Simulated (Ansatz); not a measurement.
# Lattice vibrations of Zr3Si2 at Γ

These are results of DFT LDA, scalar-relativistic, plane waves, PAW (Ansatz 0.2.0), not measurements. Cutoff 420 eV, 6×6×10 k-points (Γ-centred), Fermi-Dirac smearing of 0.15 eV. No spin polarisation. Phonons by linear response, acoustic sum rule imposed.

The cell, relaxed at this level:
```
CELL_PARAMETERS angstrom
7.01342 0.00000 0.00000
0.00000 7.01342 0.00000
0.00000 0.00000 3.62893
ATOMIC_POSITIONS crystal
Zr 0.17460 0.67460 0.50000
Zr 0.82540 0.32540 0.50000
Zr 0.32540 0.17460 0.50000
Zr 0.67460 0.82540 0.50000
Zr 0.00000 0.00000 0.00000
Zr 0.50000 0.50000 0.00000
Si 0.62230 0.12230 0.00000
Si 0.37770 0.87770 0.00000
Si 0.87770 0.62230 0.00000
Si 0.12230 0.37770 0.00000
```

In a metal, frequencies and elastic constants depend on the k mesh and the smearing, soft modes and shear constants most.

Question: Is this structure stable against zone-centre distortions?

Answer: Yes, at Γ: no optical mode is imaginary. Strains and other wave vectors aren't tested by this run.

Question: List the optical modes at Γ (i marks imaginary ones).

Answer:
```
frequency (cm⁻¹) degeneracy
             128           1
             141           1
             162           1
             165           2
             166           1
             167           1
             175           2
             185           2
             201           1
             204           2
             208           1
             298           1
             305           2
             317           1
             321           2
             325           2
             325           1
             326           1
             401           1
             415           1
```

Cost: 1 run of about 12 core-minutes, on Oxide Virtual Turin-like Processor (Zen 5) (shared hosts).